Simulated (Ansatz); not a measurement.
## Data sheet: GaAs (DFT)

GaAs:
```
GaAs
1.0
    7.02375     0.00000     0.00000
    0.00000     7.02375     0.00000
    0.00000     0.00000     4.06194
Ga As
4 4
Direct
  0.32395   0.67605   0.00000
  0.67605   0.32395   0.00000
  0.82395   0.82395   0.50000
  0.17605   0.17605   0.50000
  0.31821   0.31821   0.00000
  0.68179   0.68179   0.00000
  0.18179   0.81821   0.50000
  0.81821   0.18179   0.50000
```

Space group P4_2/mnm (No. 136); conventional cell a = b = 7.024 Å, c = 4.062 Å, α = β = γ = 90.00°.

Method: the program Ansatz at the PBE level (PAW). The cell and atoms are relaxed at this level. Other levels are named where they apply.

### Cell and energy

```json
{
  "volume_per_atom": "25.05 Å³",
  "density": "4.79 g/cm³",
  "Formation energy from the elements (no fitted shifts)": "-0.28 eV/atom"
}
```

### Electronic structure

```json
{
 "band_gap": "0.21 eV (smallest direct gap 0.22 eV)",
 "valence_band_maximum": "on the M–Γ line, 91 % of the way from M",
 "conduction_band_minimum": "at Γ",
 "electron_effective_mass": "0.015, 0.015, 0.018 mₑ (principal values)",
 "Electron effective mass with spin–orbit coupling": "0.011, 0.011, 0.014 mₑ (principal values)",
 "hole_effective_mass": "0.13, 0.96, 0.96 mₑ (principal values)",
 "Hole effective mass with spin–orbit coupling": "0.015, 0.015, 0.99 mₑ (principal values)",
 "Gap with spin–orbit coupling": "0.11 eV"
}
```

### Mechanics

```json
{
  "Bulk modulus (Birch–Murnaghan fit)": "548 kbar",
  "Pressure derivative B′": "4.8"
}
```

The start of the workflow was typed in or built on a structure type; neither database checked (COD, Materials Project) lists it. It is not the phase usual at ambient conditions (space group No. 216). The cell was relaxed with PBE under the symmetry of its start; its stability against distortions is not shown here. The volume moved by 22 % from the start of the relaxation. The references are the lowest solids computed at this level, not always the standard phases. Scalar-relativistic: spin–orbit coupling is off unless named, which matters more the heavier the elements.

Potentials: the earlier of the program's two PAW sets.
